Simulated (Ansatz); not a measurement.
A comparison from first-principles data. An acoustic mirror alternates quarter-wave layers of high and low impedance; the larger the ratio, the fewer layers.

bcc W serves as the reference. Each row is paired with the reference. Frequency 5 GHz, 2 pairs, polycrystalline averages.

Computed with Ansatz, a plane-wave PAW program. density: r²SCAN, relaxed cell; longitudinal speed: r²SCAN, elastic tensor, Hill average.

Started from generated or typed cells, with no claim that the phase is known: 4H-CdS. Runs started from generated or typed cells of the structure named: bcc W. Spin–orbit coupling is left out unless named.

| crystal | density (g/cm³) | v_l (km/s) |
|---|---|---|
| bcc W, reference | 19.20 | 5.28 |
| Nb3Sn (Pm-3n) | 8.85 | 5.02 |
| HfSiO4 (I4₁/amd) | 6.95 | 7.49 |
| 4H-CdS | 4.72 | 4.19 |
| CuGaSe2 (chalcopyrite) | 5.54 | 4.51 |

Definitions used: Z = ρ v_l; layer = v_l/4f; ratio = larger Z over smaller Z; isolation ≈ 20 × 2 × log₁₀(ratio), up to a constant set by the substrate.

Compute impedance, quarter wave, impedance ratio and isolation for CuGaSe2, showing the steps.


- Z = 5.54 × 4.51 = 24.99 MRayl
- quarter wave: 4.51 km/s/(4 × 5 GHz) = 226 nm
- impedance ratio: larger of 24.99/101.38 and its inverse = 4.057
- isolation: 20 × 2 × log₁₀(4.057) = 24 dB

Rank all rows by impedance ratio, highest first.

The same steps for every row:

| crystal | impedance (MRayl) | quarter wave (nm) | impedance ratio | isolation (dB) |
|---|---|---|---|---|
| bcc W, reference | 101.38 | 264 | 1.000 | 0 |
| Nb3Sn (Pm-3n) | 44.43 | 251 | 2.282 | 14 |
| HfSiO4 (I4₁/amd) | 52.06 | 375 | 1.947 | 12 |
| 4H-CdS | 19.78 | 210 | 5.125 | 28 |
| CuGaSe2 (chalcopyrite) | 24.99 | 226 | 4.057 | 24 |

By impedance ratio (highest first): 4H-CdS (5.125 ± 0.16), CuGaSe2 (4.057 ± 0.13), Nb3Sn (2.282 ± 0.072), HfSiO4 (1.947 ± 0.062). The ± follows from allowances picked for this note (density 1 %, longitudinal speed 3 %), carried to first order and added in quadrature, each row's own inputs moving alone; ≈ joins neighbours closer than their two ± added in quadrature.

Sputtered films are textured or amorphous and softer than these crystals; shear waves need a mirror of their own. Where several phases of a formula are at hand, those over 0.1 eV/atom above the lowest were not drawn (by r²SCAN where it compared them, else by the largest value; a layered or molecular lowest phase counts only with a dispersion term); other phases could lie lower still. Rows are a sample by related chemistry or structure, familiar materials first, kept where one row at least reaches a ratio of 2.5. Limits of the draw: impedance over 8 MRayl; for moduli and speeds, an anisotropy index under 2.5, no layered crystals; no unfamiliar magnets, and cubic perovskites only if shown or known to be stable. As a rule kept out of such tables: 4f compounds, open-shell compounds run without a Hubbard term, cells found unstable in the tests at hand, cells close to a higher symmetry, and runs set to a pressure or over 12 % in volume from the crystal's fullest run.
